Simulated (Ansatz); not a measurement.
BiCl3:
Space group Pnma (No. 62); a = 7.601 Å, b = 8.872 Å, c = 6.314 Å, α = β = γ = 90.00°

```csv
atom,site,symmetry,x,y,z
Bi,4c,.m.,0.4354,0.2500,0.4872
Cl,8d,1,0.1745,0.0622,0.1423
Cl,4c,.m.,0.0489,0.2500,0.6394
```

Relaxed at zero pressure with DFT-r²SCAN+D4 in the program Ansatz with PAW potentials.

Question: The volume is raised by 3 % and shape and atoms relax at that volume. What pressure results, and how do the axes share the change?

Answer: -0.4 GPa; a 1.2 %, b 0.6 %, c 1.2 %; the energy rises by 1 meV/atom.

Question: Give the new structure.

Answer: 
Space group Pnma (No. 62); a = 7.694 Å, b = 8.921 Å, c = 6.389 Å, α = β = γ = 90.00°

| atom | site | symmetry | x | y | z |
|---|---|---|---|---|---|
| Bi | 4c | .m. | 0.4406 | 0.2500 | 0.4889 |
| Cl | 8d | 1 | 0.1731 | 0.0625 | 0.1415 |
| Cl | 4c | .m. | 0.0527 | 0.2500 | 0.6434 |

The phase is kept; no other phase was compared at this pressure.

The first step of the workflow began from a Materials Project structure, measured or hypothetical; the Crystallography Open Database copy checked does not list it. COD files the formula under space group No. 33, so this cell is another polymorph or a model. Whether it is the stable phase at ambient conditions was not checked. The r²SCAN+D4 relaxation kept the symmetry of its start; its stability against distortions is not shown here. Spin–orbit coupling is left out wherever it is not named.

Potentials: the later of the program's two PAW sets.
